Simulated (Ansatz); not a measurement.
Structure optimisation: indium, bcc

These are results of DFT, r2SCAN, plane waves (500 eV) with PAW, scalar-relativistic (Ansatz), not measurements. The PAW files were generated under PBE, with cores re-solved for the functional.

k-point mesh 12×12×12, Fermi-Dirac smearing 0.1 eV, no spin polarisation. Cell and atoms relax.

Starting structure:

```xyz
1
Lattice="-1.8697 1.8697 1.8697 1.8697 -1.8697 1.8697 1.8697 1.8697 -1.8697" Properties=species:S:1:pos:R:3 pbc="T T T"
In    0.0000    0.0000    0.0000
```

Question: What cell does the relaxation end in?

Answer: Im-3m with a = 3.764 Å; 26.67 Å³ per atom against 26.14 at the start (2.0 %).

Question: How much energy does the relaxation gain?

Answer: 1.4 meV per atom.

Path of the relaxation (the plane waves are chosen anew near the end, which can shift the energy a little):

```json
{"step": "0", "E − E(final) (meV/atom)": "1.38", "V (Å³/atom)": "26.144", "P (GPa)": "0.85", "max force (eV/Å)": "0.000"}
{"step": "1", "E − E(final) (meV/atom)": "0.08", "V (Å³/atom)": "26.622", "P (GPa)": "0.08", "max force (eV/Å)": "0.000"}
{"step": "2", "E − E(final) (meV/atom)": "0.07", "V (Å³/atom)": "26.670", "P (GPa)": "0.00", "max force (eV/Å)": "0.000"}
{"step": "3", "E − E(final) (meV/atom)": "0.00", "V (Å³/atom)": "26.670", "P (GPa)": "0.01", "max force (eV/Å)": "0.000"}
```
